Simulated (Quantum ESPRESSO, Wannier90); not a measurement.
HfC (rock salt), plane waves to Wannier functions

```xyz
2
Lattice="0.0000 2.3171 2.3171 2.3171 0.0000 2.3171 2.3171 2.3171 0.0000" Properties=species:S:1:pos:R:3 pbc="T T T"
Hf     0.0000     0.0000     0.0000
C      2.3171     2.3171     2.3171
```

Materials Project entry mp-21075; symmetrised, unrelaxed at this level. COD (Crystallography Open Database) has an entry of this formula and space group (matched by these alone). Method: LDA plane waves in Quantum ESPRESSO 7.5 (PseudoDojo norm-conserving files, 66 Ry, no spin polarisation, no spin-orbit coupling), Bloch states on a 10×10×10 mesh through Γ, Wannier90 4.0.1. Density: 12×12×12 mesh, cold smearing 0.01 Ry. Spin-orbit coupling is left out although heavy elements are present.

Band 5 is isolated and gives one Wannier function a cell (C2 2s 56 %, Hf1 5d 25 %, Hf1 6s 13 %; spread 1.77 Å²). Its on-site energy is ε = -9.766 eV relative to the Fermi level, and its hoppings t(R) = t(−R) to the nearer images are (images within this range that aren't listed have |t| under 5 meV):

| R (lattice vectors; −R alike) | distance (Å) | t (eV) |
|---|---|---|
| 0 0 1 | 3.28 | -0.148 |
| 0 1 -1 | 3.28 | -0.148 |
| 0 1 0 | 3.28 | -0.148 |
| 1 -1 0 | 3.28 | -0.148 |
| 1 0 -1 | 3.28 | -0.148 |
| 1 0 0 | 3.28 | -0.148 |
| 1 -1 -1 | 4.63 | -0.192 |
| 1 -1 1 | 4.63 | -0.192 |
| 1 1 -1 | 4.63 | -0.192 |
| 0 1 -2 | 5.68 | 0.009 |
| 0 1 1 | 5.68 | 0.009 |
| 0 2 -1 | 5.68 | 0.009 |
| 1 -2 0 | 5.68 | 0.009 |
| 1 -2 1 | 5.68 | 0.009 |
| 1 0 -2 | 5.68 | 0.009 |
| 1 0 1 | 5.68 | 0.009 |
| 1 1 -2 | 5.68 | 0.009 |
| 1 1 0 | 5.68 | 0.009 |
| 2 -1 -1 | 5.68 | 0.009 |
| 2 -1 0 | 5.68 | 0.009 |
| 2 0 -1 | 5.68 | 0.009 |

Work out the band energy at Γ, X, U, K from these numbers.

For one orbital E(k) = ε + Σ_R 2 t(R) cos(2π k·R), the sum over the listed R.
- Γ, k = (0.000, 0.000, 0.000): E = -9.766 + (-0.148)·(12.00) + (-0.192)·(6.00) + (0.009)·(24.00) = -12.48 eV; pw.x: -12.26 eV
- X, k = (0.500, 0.000, 0.500): E = -9.766 + (-0.148)·(-4.00) + (-0.192)·(6.00) + (0.009)·(-8.00) = -10.40 eV; pw.x: -10.33 eV
- U, k = (0.625, 0.250, 0.625): E = -9.766 + (-0.148)·(-3.66) + (-0.192)·(2.00) + (0.009)·(4.00) = -9.57 eV; pw.x: -9.65 eV
- K, k = (0.375, 0.375, 0.750): E = -9.766 + (-0.148)·(-3.66) + (-0.192)·(2.00) + (0.009)·(4.00) = -9.57 eV; pw.x: -9.65 eV

At these points the listed shells miss the plane-wave band by up to 0.21 eV, of a width of 3.90 eV on the path. With all its hoppings the model misses the band by 9.9 meV at worst on the whole path, so most of the miss comes from the hoppings not listed.
